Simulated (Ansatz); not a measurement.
TiTe2 in space group R3m (No. 160; Ti on 3a, Te on 3a, Te on 3a) under volume change, DFT-LDA in the program Ansatz with PAW potentials, shape and atoms relaxed at each volume.

```
V (Å³/atom)  E − E(relaxed) (meV/atom)  P (GPa)
-----------  -------------------------  -------
22.865                            34.1     5.37
23.619                               ?        ?
24.373                             3.2     1.43
25.126                             0.0     0.00
25.880                               ?        ?
26.634                             9.8    -1.86
27.388                            19.7    -2.29
```

Q: Complete the blanks.

A: 
- 25.880, E − E(relaxed) (meV/atom): 2.7
- 25.880, P (GPa): -1.10
- 23.619, E − E(relaxed) (meV/atom): 14.1
- 23.619, P (GPa): 3.23

Q: What does a third-order Birch–Murnaghan fit give for V₀, B₀ and B′?

A: V₀ = 25.14 Å³/atom, B₀ = 39.5 GPa, B′ = 8.1.

A made-up cell: these elements were put on the sites of a structure type; neither database checked (COD, Materials Project) lists it. COD files the formula under space group No. 164, so this cell is another polymorph or a model. Its standing as an ambient phase is unchecked. The cell was relaxed with LDA under the symmetry of its start; its stability against distortions is not shown here. No spin polarisation was allowed. A crystal of weakly bound layers computed without a dispersion correction: the cell and the soft elastic constants depend strongly on that. Scalar-relativistic: spin–orbit coupling is off unless named, which matters more the heavier the elements.

Potentials: the earlier of the program's two PAW sets.
